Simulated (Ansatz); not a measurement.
Relaxation of a randomly generated symmetric cell of Li (space group No. 186); 4 atoms in the cell, which starts as P6₃mc (No. 186), hP4; a = b = 4.237 Å, c = 6.357 Å, α = β = 90.00°, γ = 120.00°. These are r2SCAN (plane waves to 500 eV, PAW, scalar-relativistic; Ansatz, a program for electronic structure) values and carry that method's errors. Γ-centred k-mesh 9×9×5 on the run's cell (coarser than for final values), Fermi–Dirac smearing 0.05 eV. This is the first round of the run. 

The optimiser's lines from the output (shortened; P is positive under compression):

```
relax step   1: F+E_penalty+E_count = -819.77025034 eV  Δ(F+E_penalty+E_count) = +0.000e0 eV  max|allowed force component| = 5.401e-2 eV/Å  Δτ_max = 0.0000 Å  P = -0.836 GPa  Ω = 98.845 Å³  (6 SCF iters, dr2 threshold 1.00e-7 eV, accepted)
relax step   2: F+E_penalty+E_count = -819.81528201 eV  Δ(F+E_penalty+E_count) = -4.503e-2 eV  max|allowed force component| = 4.009e-3 eV/Å  Δτ_max = 0.0299 Å  P = -0.571 GPa  Ω = 94.581 Å³  (5 SCF iters, dr2 threshold 4.00e-7 eV, accepted)
relax step   3: F+E_penalty+E_count = -819.89233832 eV  Δ(F+E_penalty+E_count) = -7.706e-2 eV  max|allowed force component| = 3.537e-2 eV/Å  Δτ_max = 0.0129 Å  P = -0.065 GPa  Ω = 87.864 Å³  (5 SCF iters, dr2 threshold 4.00e-7 eV, accepted)
relax step   4: F+E_penalty+E_count = -819.97122417 eV  Δ(F+E_penalty+E_count) = -7.889e-2 eV  max|allowed force component| = 1.146e-1 eV/Å  Δτ_max = 0.0390 Å  P = +0.265 GPa  Ω = 84.428 Å³  (5 SCF iters, dr2 threshold 4.00e-7 eV, accepted)
relax step   5: F+E_penalty+E_count = -820.07164771 eV  Δ(F+E_penalty+E_count) = -1.004e-1 eV  max|allowed force component| = 8.669e-2 eV/Å  Δτ_max = 0.0455 Å  P = +0.541 GPa  Ω = 82.106 Å³  (4 SCF iters, dr2 threshold 4.00e-7 eV, accepted)
relax step   6: F+E_penalty+E_count = -820.16509916 eV  Δ(F+E_penalty+E_count) = -9.345e-2 eV  max|allowed force component| = 2.430e-2 eV/Å  Δτ_max = 0.0222 Å  P = +0.585 GPa  Ω = 81.253 Å³  (4 SCF iters, dr2 threshold 4.00e-7 eV, accepted)
relax step   7: F+E_penalty+E_count = -820.23483285 eV  Δ(F+E_penalty+E_count) = -6.973e-2 eV  max|allowed force component| = 2.238e-2 eV/Å  Δτ_max = 0.0086 Å  P = +0.579 GPa  Ω = 80.781 Å³  (4 SCF iters, dr2 threshold 4.00e-7 eV, accepted)
relax step   8: F+E_penalty+E_count = -820.29291898 eV  Δ(F+E_penalty+E_count) = -5.809e-2 eV  max|allowed force component| = 2.088e-2 eV/Å  Δτ_max = 0.0078 Å  P = +0.497 GPa  Ω = 81.077 Å³  (4 SCF iters, dr2 threshold 4.00e-7 eV, accepted)
relax step   9: F+E_penalty+E_count = -820.35886728 eV  Δ(F+E_penalty+E_count) = -6.595e-2 eV  max|allowed force component| = 9.081e-3 eV/Å  Δτ_max = 0.0021 Å  P = +0.545 GPa  Ω = 80.562 Å³  (4 SCF iters, dr2 threshold 4.00e-7 eV, accepted)
relax step  10: F+E_penalty+E_count = -820.41289256 eV  Δ(F+E_penalty+E_count) = -5.403e-2 eV  max|allowed force component| = 1.808e-3 eV/Å  Δτ_max = 0.0013 Å  P = +0.589 GPa  Ω = 80.209 Å³  (4 SCF iters, dr2 threshold 4.00e-7 eV, accepted)
relax step  11: F+E_penalty+E_count = -820.45660024 eV  Δ(F+E_penalty+E_count) = -4.371e-2 eV  max|allowed force component| = 3.081e-3 eV/Å  Δτ_max = 0.0003 Å  P = +0.481 GPa  Ω = 80.657 Å³  (5 SCF iters, dr2 threshold 4.00e-7 eV, accepted)
relax step  12: F+E_penalty+E_count = -820.49183539 eV  Δ(F+E_penalty+E_count) = -3.524e-2 eV  max|allowed force component| = 1.913e-3 eV/Å  Δτ_max = 0.0002 Å  P = +0.386 GPa  Ω = 80.878 Å³  (4 SCF iters, dr2 threshold 4.00e-7 eV, accepted)
relax step  13: F+E_penalty+E_count = -820.50752328 eV  Δ(F+E_penalty+E_count) = -1.569e-2 eV  max|allowed force component| = 6.284e-4 eV/Å  Δτ_max = 0.0003 Å  P = +0.164 GPa  Ω = 81.831 Å³  (5 SCF iters, dr2 threshold 4.00e-7 eV, accepted)
relax step  14: F+E_penalty+E_count = -820.51852693 eV  Δ(F+E_penalty+E_count) = -1.100e-2 eV  max|allowed force component| = 1.176e-2 eV/Å  Δτ_max = 0.0027 Å  P = +0.027 GPa  Ω = 82.053 Å³  (4 SCF iters, dr2 threshold 4.00e-7 eV, accepted)
relax step  15: F+E_penalty+E_count = -820.49225563 eV  Δ(F+E_penalty+E_count) = +2.627e-2 eV  max|allowed force component| = 1.531e-1 eV/Å  Δτ_max = 0.0423 Å  P = +0.111 GPa  Ω = 81.215 Å³  (5 SCF iters, dr2 threshold 3.73e-7 eV, rejected (line search))
relax step  16: F+E_penalty+E_count = -820.51833158 eV  Δ(F+E_penalty+E_count) = +1.954e-4 eV  max|allowed force component| = 4.164e-2 eV/Å  Δτ_max = 0.0075 Å  P = +0.055 GPa  Ω = 81.530 Å³  (9 SCF iters, rejected (line search))
relax step  17: F+E_penalty+E_count = -820.51971672 eV  Δ(F+E_penalty+E_count) = -1.190e-3 eV  max|allowed force component| = 5.361e-3 eV/Å  Δτ_max = 0.0015 Å  P = -0.075 GPa  Ω = 82.477 Å³  (8 SCF iters, accepted)
relax step  18: F+E_penalty+E_count = -820.52025731 eV  Δ(F+E_penalty+E_count) = -5.406e-4 eV  max|allowed force component| = 2.118e-4 eV/Å  Δτ_max = 0.0013 Å  P = -0.011 GPa  Ω = 82.008 Å³  (4 SCF iters, dr2 threshold 6.89e-8 eV, accepted)
relax step  19: F+E_penalty+E_count = -820.52026784 eV  Δ(F+E_penalty+E_count) = -1.052e-5 eV  max|allowed force component| = 3.948e-5 eV/Å  Δτ_max = 0.0000 Å  P = -0.001 GPa  Ω = 81.936 Å³  (4 SCF iters, dr2 threshold 1.44e-9 eV, accepted)
relax step  20: F+E_penalty+E_count = -820.55106297 eV  Δ(F+E_penalty+E_count) = -3.080e-2 eV  max|allowed force component| = 4.353e-5 eV/Å  Δτ_max = 0.0000 Å  P = +0.305 GPa  Ω = 81.936 Å³  stress off target by 8.80e-1 GPa  SCF on the basis re-selected at this cell (its energy is not comparable with the rows above)  (9 SCF iters)
relax step  21: F+E_penalty+E_count = -820.55581752 eV  Δ(F+E_penalty+E_count) = -4.755e-3 eV  max|allowed force component| = 1.748e-6 eV/Å  Δτ_max = 0.0000 Å  P = +0.097 GPa  Ω = 83.142 Å³  (4 SCF iters, dr2 threshold 4.00e-7 eV, accepted)
relax step  22: F+E_penalty+E_count = -820.55608800 eV  Δ(F+E_penalty+E_count) = -2.705e-4 eV  max|allowed force component| = 2.243e-6 eV/Å  Δτ_max = 0.0000 Å  P = +0.007 GPa  Ω = 83.704 Å³  (3 SCF iters, dr2 threshold 9.78e-8 eV, accepted)
relax step  23: F+E_penalty+E_count = -820.55608990 eV  Δ(F+E_penalty+E_count) = -1.899e-6 eV  max|allowed force component| = 1.123e-4 eV/Å  Δτ_max = 0.0000 Å  P = +0.000 GPa  Ω = 83.746 Å³  (5 SCF iters, accepted)
relax step  24: F+E_penalty+E_count = -820.55610548 eV  Δ(F+E_penalty+E_count) = -1.558e-5 eV  max|allowed force component| = 1.126e-4 eV/Å  Δτ_max = 0.0000 Å  P = -0.000 GPa  Ω = 83.746 Å³  stress off target by 3.36e-4 GPa  SCF on the basis re-selected at this cell (its energy is not comparable with the rows above)  (6 SCF iters)
```

From the first to the last row the energy changes by -0.20 eV/atom and the volume by -15.3 %. The last row is marked as not comparable with the walk above it, whose basis was carried along; it does compare with step 1, since both stand on a basis selected at the nominal cutoff for their own cell.

Energy and pressure jump between steps 19 and 20 at one geometry, where the plane-wave basis was selected anew. While the cell walks, the set of plane waves is carried along, so its effective cutoff drifts with the strain; re-selecting it at 500 eV moved the energy by -0.008 eV/atom and the pressure by 0.3 GPa. Only step 1 and rows on a re-selected basis compare with each other.

Steps 15, 16 were rejected by the optimiser.

Later rounds, restarted from the end of this one on a renewed k-mesh, logged 8 more steps and released under 0.01 eV/atom more. The final structure after all rounds: P6₃/mmc (No. 194), hP4, AFLOW prototype A_hP4_194_ac (A3', as in La); a = 3.1014 Å, b = 3.1014 Å, c = 10.0661 Å, α = 90.00°, β = 90.00°, γ = 120.00°. Between re-selections the logged energies stand on a plane-wave basis carried along with the cell. No spin polarisation in the result.

The run could not lose the symmetry of its start; a randomly shaken copy of 8 atoms returns to this structure.

The relaxed structure here is a generated cell of Li: the first start was made by a random draw of sites in a space group, and the end was not matched to a known phase here, so it may be hypothetical. Known forms of Li include space group No. 229.
